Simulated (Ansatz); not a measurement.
**NbRu, first-principles data**

NbRu:
```
NbRu
1.0
    0.00000     2.56711     2.56711
    2.56711     0.00000     2.56711
    2.56711     2.56711     0.00000
Ru Nb
1 1
Direct
  0.00000   0.00000   0.00000
  0.50000   0.50000   0.50000
```

Space group Fm-3m (No. 225), rock salt; conventional cell a = 5.134 Å, b = 5.134 Å, c = 5.134 Å, α = 90.00°, β = 90.00°, γ = 90.00°.

Method: DFT-PBEsol in the program Ansatz with PAW potentials. Structure relaxed to zero pressure with the same functional. Other levels are named where they apply.

**Cell and energy**

```json
{
  "volume_per_atom": "16.92 Å³",
  "density": "9.52 g/cm³",
  "Formation energy from the elements (no fitted shifts)": "0.43 eV/atom"
}
```

**Electronic structure**

```json
{
  "electronic_character": "metallic (no gap)",
  "Density of states at the Fermi level": "0.67 states/eV per atom (mean over ±0.08 eV)",
  "Gap with spin–orbit coupling": "none (metallic)"
}
```

**Mechanics**

```json
{
 "Bulk modulus (Birch–Murnaghan fit)": "206 GPa",
 "Pressure derivative B′": "4.3",
 "Elastic constants (relaxed ions, GPa)": "C11 = 351, C12 = 134, C44 = -22.8",
 "mechanical_stability": "unstable (C has a negative eigenvalue)"
}
```

**Phonons**

```json
{
 "highest_zone_centre_frequency": "189 cm^-1",
 "zone_centre_stability": "no imaginary mode at Γ"
}
```

The start of the workflow was typed in or built on a structure type; neither database checked (COD, Materials Project) lists it. COD files the formula under space group No. 123, 221. Its standing as an ambient phase is unchecked. The cell was relaxed with PBEsol under the symmetry of its start. The run is not spin-polarised. Its formation energy is positive at this level, so the cell may be metastable or incomplete. As this level gives no gap, shear constants depend on the k-mesh and smearing (Fermi–Dirac, 0.1 eV here). As this level gives no gap, phonon frequencies hold no LO–TO term and depend on the k-mesh and smearing (Fermi–Dirac, 0.1 eV here). The references are the lowest solids computed at this level, not always the standard phases. Spin–orbit coupling is left out wherever it is not named.

Potentials: the later of the program's two PAW sets.
